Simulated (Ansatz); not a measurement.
Sn (diamond)

```cif
data_Sn2
_chemical_formula_sum 'Sn2'
_space_group_name_H-M_alt 'P 1'
_space_group_IT_number 1
_cell_length_a 4.62451
_cell_length_b 4.62451
_cell_length_c 4.62451
_cell_angle_alpha 60.000
_cell_angle_beta 60.000
_cell_angle_gamma 60.000
loop_
_space_group_symop_operation_xyz
  'x, y, z'
loop_
_atom_site_label
_atom_site_type_symbol
_atom_site_fract_x
_atom_site_fract_y
_atom_site_fract_z
_atom_site_occupancy
Sn1 Sn 0.50000 0.50000 0.50000 1
Sn2 Sn 0.75000 0.75000 0.75000 1
```

This relaxed cell (volume V₀) is scaled evenly in all directions, its shape held. Symmetry pins the atoms to their sites.

The numbers are results of PBEsol (plane waves to 420 eV, PAW, scalar-relativistic; Ansatz, an electronic-structure program), not measurements. k mesh 12×12×12 (Γ-centred), Fermi-Dirac smearing 0.05 eV. The energy includes the smearing's −TS. Compression counts positive. Sn was relaxed with its symmetry unable to fall. ΔE is measured from the relaxed starting cell.

The scan covers V/V₀ from 0.840 to 1.160 in 13 points.

What is ΔE at V/V₀ = 1.160?

87 meV/atom.

What is ΔE at V/V₀ = 0.840?

163 meV/atom.

What pressure does the cell carry at V/V₀ = 0.840?

11.0 GPa.

(A scan under strain: stresses follow from slopes of the energy per volume, elastic moduli from its curvatures.)
